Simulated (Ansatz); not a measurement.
## TlBi₂ under strain

All numbers below come from DFT PBEsol, scalar-relativistic, plane waves, PAW (Ansatz 0.2.0). (420 eV cutoff, 9×9×12 k-mesh, Gaussian smearing of 0.10 eV, no spin polarisation)

Reference structure (relaxed):

```
CELL_PARAMETERS angstrom
5.65024 0.00000 0.00000
-2.82512 4.89325 0.00000
0.00000 0.00000 3.32125
ATOMIC_POSITIONS crystal
Tl 0.00000 0.00000 0.00000
Bi 0.66667 0.33333 0.50000
Bi 0.33333 0.66667 0.50000
```

Deformation: uniaxial strain along a, with the lengths of b and c and the atoms relaxed and the angles held, all within the symmetry that the strain leaves. Energies are extrapolated to zero smearing.

Spin–orbit coupling is left out, which can shift energies with elements as heavy as these.

| strain (%) | ΔE (meV/atom) | a (Å) | b (Å) | c (Å) |
| --- | --- | --- | --- | --- |
| -3.0 | 3.8 | 5.481 | 5.699 | 3.336 |
| -1.5 | 0.9 | 5.565 | 5.673 | 3.328 |
| +0.0 | 0.0 | 5.650 | 5.650 | 3.321 |
| +1.5 | 0.8 | 5.735 | 5.635 | 3.309 |
| +3.0 | 2.9 | 5.820 | 5.621 | 3.301 |

**Question.** What stiffness (1/V) d²E/dε² at zero strain does a cubic fit over all points give?

**Answer.** A cubic fit gives (1/V) d²E/dε² = 39 GPa at zero strain (Young's modulus along this axis, angles held).

**Question.** How does the free axis b answer a small strain?

**Answer.** Between the innermost points its strain is -0.22 times the applied one.